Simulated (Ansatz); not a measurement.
Data sheet: In (DFT)

In:
Space group P6₃/mmc (No. 194); a = b = 3.298 Å, c = 11.183 Å, α = β = 90.00°, γ = 120.00°

```
atom  site  symmetry       x       y       z
----  ----  --------  ------  ------  ------
In      2a      -3m.  0.0000  0.0000  0.0000
In      2c      -6m2  0.3333  0.6667  0.2500
```

Space group P6_3/mmc (No. 194), dhcp (α-La type); conventional cell a = 3.2980 Å, b = 3.2980 Å, c = 11.1830 Å, α = 90.00°, β = 90.00°, γ = 120.00°.

Method: the program Ansatz at the r²SCAN level (PAW). The cell and atoms are relaxed at this level. Other levels are named where they apply.

### Cell and energy

- Volume per atom: 26.34 Å³
- Density: 7.24 g/cm³

### Electronic structure

- Electronic character: metallic (no gap)
- Density of states at the Fermi level: 0.38 states/eV per atom (mean over ±0.08 eV)

The first step of the workflow began from a Materials Project structure, measured or hypothetical; the Crystallography Open Database copy checked does not list it. It is not the phase usual at ambient conditions (space group No. 139). The cell was relaxed with r²SCAN under the symmetry of its start; its stability against distortions is not shown here. Axis ratios of metals converge slowly with the k-mesh, so a and c are less sure than the volume. Scalar-relativistic: spin–orbit coupling is off unless named, which matters more the heavier the elements.

Potentials: the later of the program's two PAW sets.
